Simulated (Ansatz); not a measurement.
Problem. Each is relaxed and computed with the program Ansatz at the r²SCAN level (PAW). Which is the only metal?
(A) SiB2W2, Cmmm (Si on 2a, W on 4j, B on 4i)
(B) SiBCN, R3m (B on 3a, N on 3a, Si on 3a, C on 3a)
(C) SiB12C2, R-3m (B on 18h, B on 18h, C on 6c, Si on 3b)
(D) Ca2Al3Si3HO13, P2_1/m (Pearson symbol mP44)

Solution. A, SiB2W2, Cmmm (Si on 2a, W on 4j, B on 4i). SiB2W2: metal; SiBCN: gap 0.64 eV (indirect); SiB12C2: gap 1.87 eV (indirect); Ca2Al3Si3HO13: gap 5.77 eV. Typed or built starts, not in the databases checked: SiB2W2, Cmmm (Si on 2a, W on 4j, B on 4i); SiBCN, R3m (B on 3a, N on 3a, Si on 3a, C on 3a); SiB12C2, R-3m (B on 18h, B on 18h, C on 6c, Si on 3b). Standing as an ambient phase not checked: Ca2Al3Si3HO13, P2_1/m (Pearson symbol mP44). All cells were relaxed under the symmetry of their starts (and spin orders); stability against distortions was not tested throughout. Named crystals with no word on spin ran without spin polarisation. Spin–orbit coupling is left out wherever it is not named.

Potentials: the earlier of the program's two PAW sets. The files were generated under PBE; for other functionals the program regenerates the frozen cores, and for LDA and PBEsol the local potential too.
